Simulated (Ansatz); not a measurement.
SiS2 in space group Ibam (No. 72; S on 8j, Si on 4a), plane-wave PAW LDA (Ansatz code). The conduction-band minimum lies at X, with 1 equivalent valley. Second derivatives d²E/dk² of the lowest band at one valley (eV·Å²), along Cartesian directions:

```json
[
 {"direction": "[100]", "d²E/dk²": "11.57"},
 {"direction": "[010]", "d²E/dk²": "15.85"},
 {"direction": "[001]", "d²E/dk²": "2.053"},
 {"direction": "[110]", "d²E/dk²": "13.71"},
 {"direction": "[101]", "d²E/dk²": "6.810"},
 {"direction": "[011]", "d²E/dk²": "8.938"}
]
```

Task: Find the principal effective masses, the density-of-states mass and the conductivity mass.

Result: Off-diagonal terms follow from H_xy = H[110] − (H_xx + H_yy)/2, and m*/mₑ = 7.620 eV·Å² over each eigenvalue: 0.48, 0.66, 3.7. One valley's DOS mass (m₁m₂m₃)^(1/3) = 1.1, conductivity mass 3/(Σ 1/mᵢ) = 0.78 mₑ.

Task: What effective density of states Nc follows at 300 K for parabolic valleys?

Result: Nc = 2.509e19 × 1 × (1.1)^(3/2) ≈ 2.9e19 cm⁻³.

The cell was relaxed with LDA under the symmetry of its start. A crystal of weakly bound chains computed without a dispersion correction: the cell and the soft elastic constants depend strongly on that.

Potentials: the later of the program's two PAW sets.

Edges and masses are those of Kohn–Sham bands, whose gap is no quasiparticle gap.
